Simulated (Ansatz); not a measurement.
The start is a randomly generated symmetric cell of Be (space group No. 164). Cell shape, volume and atoms are optimised at zero target pressure with r2SCAN (plane waves to 500 eV, PAW, scalar-relativistic; Ansatz, an electronic-structure program). The first steps use a coarse 13×13×13 k-mesh.

Starting cell:
```
CELL_PARAMETERS angstrom
      2.95861     0.00000     0.00000
     -1.47931     2.56223     0.00000
      0.00000     0.00000     2.45344
ATOMIC_POSITIONS crystal
  Be 0.66667 0.33333 0.15554
  Be 0.33333 0.66667 0.84446
```

How large is the pressure on the unrelaxed cell, and of which sign?

+15.4 GPa (positive: the cell is compressed).

What is the largest force in the starting geometry, and on which atom (counted from 1)?

4.35 eV/Å, on Be1, Be2 (atoms numbered as listed).

Does the structure survive the relaxation? Give the final space group.

The space group goes from P-3m1 (No. 164) to P6₃/mmc (No. 194), with 2 atoms in the primitive cell.

How does the volume per atom move from start to end?

+6.1 %, from 9.30 to 9.87 Å³/atom.

How do the shortest distances between atoms change?

The closest pairs of elements (up to four, under 3.6 Å), start → end: Be–Be 1.87 → 2.15 Å.

Write out the relaxed structure.


Space group P6₃/mmc (No. 194); a = 3.1231 Å, b = 3.1231 Å, c = 2.3360 Å, α = 90.00°, β = 90.00°, γ = 120.00°

```csv
atom,site,symmetry,x,y,z
Be,2d,-6m2,0.6667,0.3333,0.2500
```

Final values are on a 17×17×20 k-mesh of the relaxed cell. No spin polarisation in the result.

The run could not lose the symmetry of its start.
